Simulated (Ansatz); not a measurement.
ZnO2:
```
ZnO2
1.0
    4.87263     0.00000     0.00000
    0.00000     4.87263     0.00000
    0.00000     0.00000     4.87263
Zn O
4 8
Cartesian
  0.00000   2.43632   2.43632
  2.43632   2.43632   0.00000
  2.43632   0.00000   2.43632
  0.00000   0.00000   0.00000
  2.00868   0.42763   4.44500
  2.86395   4.44500   0.42763
  0.42763   4.44500   2.00868
  4.44500   0.42763   2.86395
  4.44500   2.00868   0.42763
  0.42763   2.86395   4.44500
  2.86395   2.86395   2.86395
  2.00868   2.00868   2.00868
```

Relaxed with r²SCAN. 

**Question.** HSE06 on this cell (Ansatz, an electronic-structure program, PAW) gives a gap of 4.46 eV. What does r²SCAN give?

**Answer.** 2.88 eV.

Cost on shared cores: the r²SCAN run (SCF on a 6×6×6 mesh, then bands and DOS) very roughly 3 core-minutes, the HSE06 run (SCF on 4×4×4, then a few points) around 9 core-minutes (rough); the tasks are unlike.

Space group Pa-3. The workflow started from a Materials Project entry (that database holds measured and hypothetical structures alike); the Crystallography Open Database copy checked does not list it. Whether it is the stable phase at ambient conditions was not checked. Symmetry was held in the r²SCAN relaxation; whether a distortion lowers the energy is not shown.

Potentials: the later of the program's two PAW sets.

Ansatz is a plane-wave DFT program.
